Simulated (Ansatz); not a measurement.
VPt₃ (I4/mmm): electronic heat capacity from the density of states

Computed with DFT PBEsol, scalar-relativistic, plane waves, PAW (Ansatz).

Settings: cutoff 420 eV, Γ-centred mesh 16×16×16 on the computed 4-atom cell, Gaussian smearing of 0.10 eV; collinear spin from starting moments 0.52 0 0 0 μB.

Relaxed cell: I4/mmm, a = 3.841 Å, b = 3.841 Å, c = 7.811 Å, α = 90.00°, β = 90.00°, γ = 90.00°, 4 atoms in the primitive cell. Whether it is the stable form of this composition wasn't checked.

The density of states at the Fermi level is 4.411 states/eV in the cell of 4 atoms (1 formula unit; both spins, tetrahedra on a 24×24×24 mesh). The run ends with a moment of 0.45 μB a cell (largest on a site 0.48 μB), and the figure is for this state; a paramagnetic sample can have a quite different one. Another magnetic order, if the compound takes it, can change N(E_F) and the shape of the cell a good deal.

What Sommerfeld coefficient does this give?

Per formula unit N(E_F) = 4.411 states/eV. γ = (π²/3) k_B² N(E_F) N_A = 2.357 mJ/(mol K²) per state/eV, so γ = 10.4 mJ/(mol K²), a mole of formula units. This is the bare band result: a measured γ of the same phase and magnetic order is as a rule larger by a factor 1 + λ from phonons and spin fluctuations. N(E_F) at one energy is sensitive to the mesh where the density of states has sharp peaks.

Spin-orbit coupling is left out, which matters for the bands of heavy elements.

Only this magnetic start was tried.

Cost: 1 run of about 5.4 core-minutes, on Arm Neoverse V1 (shared hosts).